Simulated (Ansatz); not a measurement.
An Ansatz (a quantum-chemistry and plane-wave program) input:

Ansatz 0.2 input:
```yaml
crystal:
  lattice:
    - [4.1546117704, 0.0, 0.0]
    - [0.0, 4.1546117704, 0.0]
    - [0.0, 0.0, 4.1546117704]
  atoms:
    - { symbol: La, position: [0.0, 0.0, 0.0] }
    - { symbol: B, position: [0.800171317, 0.5, 0.5] }
    - { symbol: B, position: [0.199828683, 0.5, 0.5] }
    - { symbol: B, position: [0.5, 0.800171317, 0.5] }
    - { symbol: B, position: [0.5, 0.199828683, 0.5] }
    - { symbol: B, position: [0.5, 0.5, 0.800171317] }
    - { symbol: B, position: [0.5, 0.5, 0.199828683] }
kpoints:
  mp_grid: { grid: [7, 7, 7] }
  band_path:
    path:
      - [[0.0, 0.0, 0.0], [0.0, 0.5, 0.0], [0.5, 0.5, 0.0], [0.0, 0.0, 0.0], [0.5, 0.5, 0.5], [0.0, 0.5, 0.0]]  # Γ-X-M-Γ-R-X
      - [[0.5, 0.5, 0.5], [0.5, 0.5, 0.0]]  # R-M
    npoints: 12
basis: { ecutwfc: 600, xc_grid: 2 }
hamiltonian:
  xc: pbe
  pseudopotentials: { azcp: { folder: ./paw }, kind: paw_fr }
magnetization: { noncollinear: true, spin_orbit: true }
scf:
  n_extra_bands: 15
  convergence: { dr2_threshold: 0.0000000001 }
  occupations: { method: gaussian, width: 0.05 }
output: { eigenvalues: true }
```

Task: How many symmetry operations and irreducible k-points will the run report?

Result: 48 operations, 20 of 343 k-points.

Task: With a cutoff of 600 eV, how many plane waves at Γ?

Result: 2373.

It took very roughly 40 core-seconds on shared server cores.

Space group Pm-3m. The cell was relaxed with PBE under the symmetry of its start.

Potentials: the earlier of the program's two PAW sets.

Ansatz is a plane-wave DFT program.
